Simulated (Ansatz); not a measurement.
**CaB, a known structure type with other elements, at an estimated volume**

```yaml
crystal:
  lattice:
    - [-3.62871, 0.00000, 0.00000]
    - [0.00000, -4.25978, 0.00000]
    - [0.00000, 2.12989, 5.00919]
  atoms:
    - { symbol: B, position: [0.75000, 0.07000, 0.14000] }
    - { symbol: B, position: [0.25000, 0.93000, 0.86000] }
    - { symbol: Ca, position: [0.75000, 0.36000, 0.72000] }
    - { symbol: Ca, position: [0.25000, 0.64000, 0.28000] }
```

Method: PBE, no spin polarisation; PAW, plane waves to 420 eV, 9×9×9 Γ-centred mesh, fermi-dirac occupations (width 0.1 eV) (Ansatz 0.2.0), atoms fixed.

Question: Is there a gap?

Answer: It is a metal, with about 3.8 states/eV a cell as the mean within 0.25 eV of the Fermi level, mostly B p (79 %).

Question: Which element gives electrons and which takes them?

Answer: Bader charges in e: Ca +1.27, B -1.27. In the mean Ca gives up most and B takes most.

Question: Is the cell too large or too small?

Answer: The pressure is -5.7 GPa (compression positive), so with the atoms held at these fractions the cell would first shrink; the forces are large, so a full relaxation may end otherwise. The principal stresses -6.3, -5.5, -5.3 GPa differ, so its shape would change too.

Question: Which atom feels the largest force, and which way?

Answer: The largest is on B1 (and as large on other atoms): 2.31 eV/Å, components (0.00, 0.00, -2.31). It makes 52° with the line to a nearest neighbour, B2 at 2.29 Å.

Question: Describe some of the short contacts.

Answer: B–B at 2.29 Å: least valence density 0.35 e/Å³ and ELF 0.78 there. Ca–B at 2.88 Å: least valence density 0.14 e/Å³ and ELF 0.12 there. Ca–Ca at 3.34 Å: least valence density 0.06 e/Å³ and ELF 0.05 there. These are pseudo-fields; inside the PAW spheres they differ from the all-electron ones.

Question: What is the formation energy?

Answer: 0.48 eV an atom against the elements' usual phases (free molecules for gases, crystals otherwise, with no correction for O₂ or N₂), so at this geometry it isn't bound against them. Relaxing would lower it.

Origin: a known structure type with other elements, at an estimated volume, so it need not be a known compound. Caveats: many states at the Fermi level without spin polarisation, so a magnetic state may lie lower; atoms or cell far from equilibrium.
